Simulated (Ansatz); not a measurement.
## What spin–orbit coupling does to the bands of Sn

```yaml
crystal:
  lattice:
    - [-2.94014, 2.94014, 1.59930]
    - [2.94014, -2.94014, 1.59930]
    - [2.94014, 2.94014, -1.59930]
  atoms:
    - { symbol: Sn, position: [0.75000, 0.25000, 0.50000] }
    - { symbol: Sn, position: [0.00000, 0.00000, 0.00000] }
```

Atom numbers follow the list: Sn1, Sn2.

The cell is the one relaxed in the Materials Project (mp-84), not relaxed further here; entries there can be hypothetical.

All numbers are computed: DFT, PBE, all-electron LAPW, scalar-relativistic (Ansatz 0.2.0); DFT, PBE, all-electron LAPW, Dirac equation with spin-orbit coupling (Ansatz 0.2.0).

Numerical set-up: a Γ-centred 12×12×12 k mesh, Fermi–Dirac smearing of 0.05 eV, basis error target 0.25 meV/atom, no spin polarisation.

Levels between -8 and 2 eV, each run counted from its own valence-band top where it has a gap, else its Fermi level. Scalar levels are listed once for both spins; with the coupling every spinor state is counted. Levels near the edges of the range can cross them.

(1) At Γ (0.000, 0.000, 0.000) the scalar-relativistic levels are -3.70, -1.93 (×2). What are they with spin–orbit coupling?

(2) At Z0 (-0.324, 0.676, 0.324) the scalar-relativistic levels are -6.46, -5.54, -2.97, -2.84 (×2). What are they with spin–orbit coupling?

(3) At P (0.250, 0.250, 0.250) the scalar-relativistic levels are -5.94 (×2), -3.45 (×2). What are they with spin–orbit coupling?

Answers

(1) -3.69 (×2), -2.13 (×2), -1.75 (×2).

(2) -6.45 (×2), -5.54 (×2), -3.05 (×2), -2.87 (×2), -2.75 (×2).

(3) -5.95 (×2), -5.91 (×2), -3.49 (×2), -3.43 (×2).
